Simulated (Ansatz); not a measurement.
GdTl₃ (Pm-3m); field of 300 T on the spins.

```yaml
crystal:
  lattice:
    - [4.69000, 0.00000, 0.00000]
    - [0.00000, 4.69000, 0.00000]
    - [0.00000, 0.00000, 4.69000]
  atoms:
    - { symbol: Gd, position: [0.00000, 0.00000, 0.00000] }
    - { symbol: Tl, position: [0.00000, 0.50000, 0.50000] }
    - { symbol: Tl, position: [0.50000, 0.00000, 0.50000] }
    - { symbol: Tl, position: [0.50000, 0.50000, 0.00000] }
```

The source of the geometry is a structure as deposited in COD; atoms and cell stay fixed.

Settings: PBEsol, 6×6×6 k mesh, Fermi–Dirac smearing of 0.05 eV. LAPW is all-electron LAPW in Ansatz 0.2.0. Site moments are integrated in spheres about the atoms. Start moments (μB): Gd1 7.

The self-consistent cycle went as follows.

| iteration | Harris–Foulkes energy less the last (meV) | density residual (eV) | M (μB) | ∫|m| (μB) |
| --- | --- | --- | --- | --- |
| 1 | -1017.350 | 3.5e+00 | 5.7603 | 5.7628 |
| 2 | -9442.554 | 2.3e+01 | 3.4802 | 3.5064 |
| 3 | 263.610 | 1.1e-01 | 7.0740 | 7.1039 |
| 4 | -29.514 | 5.8e-02 | 7.1313 | 7.1965 |
| 5 | -13.317 | 3.4e-02 | 7.1272 | 7.1951 |
| 6 | -9.435 | 3.0e-02 | 7.0774 | 7.1347 |
| 7 | -6.900 | 2.3e-02 | 7.1147 | 7.1783 |
| 8 | -4.405 | 1.6e-02 | 7.1070 | 7.1689 |
| 9 | -1.504 | 5.0e-03 | 7.1081 | 7.1710 |
| 10 | -0.055 | 1.7e-04 | 7.1049 | 7.1680 |
| 11 | 0.007 | 1.9e-05 | 7.1009 | 7.1636 |
| 12 | -0.001 | 3.4e-06 | 7.1001 | 7.1627 |
| 13 | 0.000 | 1.0e-06 | 7.1003 | 7.1629 |
| 14 | 0.000 | 4.9e-07 | 7.1003 | 7.1629 |
| 15 | 0.000 | 2.5e-08 | 7.1003 | 7.1629 |
| 16 | 0.000 | 3.0e-08 | 7.1004 | 7.1631 |
| 17 | 0.000 | 2.1e-09 | 7.1003 | 7.1630 |
| 18 | 0.000 | 3.4e-10 | 7.1003 | 7.1630 |
| 19 | 0.000 | 5.8e-11 | 7.1003 | 7.1630 |

Site moments (μB): Gd1 7.05, Tl2 0.00, Tl3 0.00, Tl4 0.00. Cell moment 7.10 μB.

Without U a semilocal functional puts the f levels too near the Fermi level, which can change moments and the order of magnetic states; site and cell moments are spin moments. Spin–orbit coupling is left out although heavy atoms are present. With open f shells a run can end in a state that isn't the lowest. The magnetic state is the one that this cell and start allow. It needn't be the compound's measured order, which may need a larger cell or be absent.
